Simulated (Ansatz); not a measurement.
Starting cell, PtS$_{2}$ (CdI2 type):

```
PtS2
1.0
    3.55932     0.00000     0.00000
   -1.77966     3.08246     0.00000
    0.00000     0.00000     4.38465
Pt S
1 2
Direct
  0.00000   0.00000   0.00000
  0.66667   0.33333   0.27120
  0.33333   0.66667   0.72880
```

Scan: atom 2 (S, nearest neighbour Pt at 2.374 Å; its periodic images, 3.6 Å or more away, move with it) is displaced along Cartesian [111], direction (0.577, 0.577, 0.577) in Cartesian axes, by s. The other atoms stay.

Calculation: PBEsol-D3(BJ) (plane waves to 420 eV, PAW, scalar-relativistic; Ansatz, an electronic-structure program). k mesh 12×12×9 (Γ-centred), Fermi-Dirac smearing 0.05 eV. The energy includes the smearing's −TS. With partly filled bands, energies and forces of such displacements shift with the k mesh and the smearing. PtS2 is run without spin polarisation. PtS2 was relaxed with its symmetry unable to fall. Spin-orbit coupling is left out, though Pt is heavy. The PAW data are Ansatz's earlier set. The zero of ΔE is the undisplaced structure. The last digit holds for this mesh only.

```csv
s (Å),ΔE (meV/cell)
-0.240,401.7
-0.192,242.4
-0.144,128.7
-0.096,54.0
-0.048,12.7
0.000,0.0
0.048,11.4
0.096,withheld
0.144,90.2
0.192,149.4
0.240,216.3
```

Problem. Fit a polynomial form (powers 2, 3, 4) to the given rows and predict ΔE at s = 0.096.

Solution. Least squares on the 10 given rows: ΔE = (5224)·s² + (-6669)·s³ + (2440)·s⁴, in meV/cell with s in Å; root-mean-square residual 0.50 meV/cell. At 0.096 the fit gives 42.5 meV/cell; the calculation gives 42.9 meV/cell, so the interpolation is off by -0.4 (-0.9 %). The quadratic term alone would give 48.1 meV/cell.

(A displaced cell: forces are minus the slopes of the energy, force constants its curvatures, and phonons follow from these.)
